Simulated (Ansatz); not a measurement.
## YbI₂ in the CdI2-type structure

Method: PBEsol, scalar-relativistic; no spin polarisation; PAW, 420 eV, Γ-centred 8×8×6 mesh, 0.05 eV Gaussian smearing; code Ansatz. The datasets are Ansatz's generated set soft_2.

```cif
data_structure
_symmetry_space_group_name_H-M 'P-3m1'
_symmetry_Int_Tables_number 164
_cell_length_a 4.3585
_cell_length_b 4.3585
_cell_length_c 7.1165
_cell_angle_alpha 90.000
_cell_angle_beta 90.000
_cell_angle_gamma 120.000
_cell_volume 117.08
loop_
_atom_site_label
_atom_site_type_symbol
_atom_site_symmetry_multiplicity
_atom_site_Wyckoff_symbol
_atom_site_fract_x
_atom_site_fract_y
_atom_site_fract_z
_atom_site_occupancy
Yb1 Yb 1 a 0.00000 0.00000 0.00000 1
I1 I 2 d 0.33333 0.66667 0.25051 1
```

The start was a prototype's sites filled with these elements, not a measured cell.

The cell above was scaled in volume, and shape and atoms were relaxed at each volume within its symmetry. Energies are counted from the cell above.

Cell and atoms are those of this level's equilibrium.

```json
{"V (Å³/atom)": "37.46", "ΔE (meV/atom)": "1.7", "P (GPa)": "0.40", "gap on the mesh (eV)": "0.61"}
{"V (Å³/atom)": "38.24", "ΔE (meV/atom)": "0.3", "P (GPa)": "0.17", "gap on the mesh (eV)": "0.64"}
{"V (Å³/atom)": "39.03", "ΔE (meV/atom)": "0.0", "P (GPa)": "-0.02", "gap on the mesh (eV)": "0.67"}
{"V (Å³/atom)": "39.81", "ΔE (meV/atom)": "0.4", "P (GPa)": "-0.17", "gap on the mesh (eV)": "0.70"}
{"V (Å³/atom)": "40.59", "ΔE (meV/atom)": "1.2", "P (GPa)": "-0.23", "gap on the mesh (eV)": "0.72"}
```

Question: Can a bulk modulus be trusted from these points?

Answer: No. The energies are smooth (scatter 0.02 meV/atom), but the fit's B0′ of 20.7 is out of the usual range: the curve is too flat or too lopsided over this range, as for soft or weakly bound crystals, and a third-order form can't fix it.

Spin–orbit coupling, which matters for such heavy elements, is left out. The structure is built of weakly bound layers, and this functional has no dispersion term, so their spacing and all that hangs on it (volume, the soft elastic constants, low modes, dielectric constants) are poorly given.
